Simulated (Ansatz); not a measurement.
# One input, then a changed one: Ba3AlB (perovskite type)

First run: DFT, PBE, all-electron LAPW, scalar-relativistic (Ansatz 0.2.0).

Command: `ansatz run input.yaml --threads 2 --pin off --max-ram 5120MiB --backend cpu --events-out ev --progress --plain --runs-dir out` It took 57 s on 2 threads of Intel(R) Xeon(R) Processor @ 2.70GHz, on a shared host, peak memory 0.46 GiB.

```yaml
crystal:
  lattice:
    - [5.812546631, 0.0, 0.0]
    - [0.0, 5.812546631, 0.0]
    - [0.0, 0.0, 5.812546631]
  atoms:
    - { symbol: Al, position: [0.0, 0.0, 0.0] }
    - { symbol: B, position: [0.5, 0.5, 0.5] }
    - { symbol: Ba, position: [0.5, 0.5, 0.0] }
    - { symbol: Ba, position: [0.5, 0.0, 0.5] }
    - { symbol: Ba, position: [0.0, 0.5, 0.5] }
kpoints:
  mp_grid: { grid: [6, 6, 6] }
  band_path:
    path:
      - [0.0, 0.0, 0.0]
      - [0.0, 0.5, 0.0]
      - [0.5, 0.5, 0.0]
      - [0.0, 0.0, 0.0]
      - [0.5, 0.5, 0.5]
      - [0.0, 0.5, 0.0]
      - [0.5, 0.5, 0.5]
      - [0.5, 0.5, 0.0]
    npoints: 14
scf:
  occupations: { method: fermi_dirac, width: 0.05 }
hamiltonian:
  xc: pbe
  pseudopotentials: { kind: all_electron, lapw: { basis_error: 0.001 } }
output:
  forces: true
  stress: true
  eigenvalues: true
  populations: true
  dos: { projected: true, de: 0.2, e_range: [-14, 8] }
```

The cell comes from a relaxation on PAW files under the same functional, begun from a prototype that needn't be the stable phase.

It converges in 13 SCF iterations at a pressure of 0.00 GPa.

The input is then changed:

```diff
 kpoints:
-  mp_grid: { grid: [6, 6, 6] }
+  mp_grid: { grid: [3, 3, 3] }
   band_path:
   occupations: { method: fermi_dirac, width: 0.05 }
+  n_extra_bands: 2
 hamiltonian:
   populations: true
-  dos: { projected: true, de: 0.2, e_range: [-14, 8] }
```

Question: What does the second run give?

Answer: It converges in 13 SCF iterations at a pressure of -0.27 GPa, free energy -35.0 meV/atom against the first run's. More than one line changes, and not each need have an effect. Some of the changed settings are coarser than converged work would use.
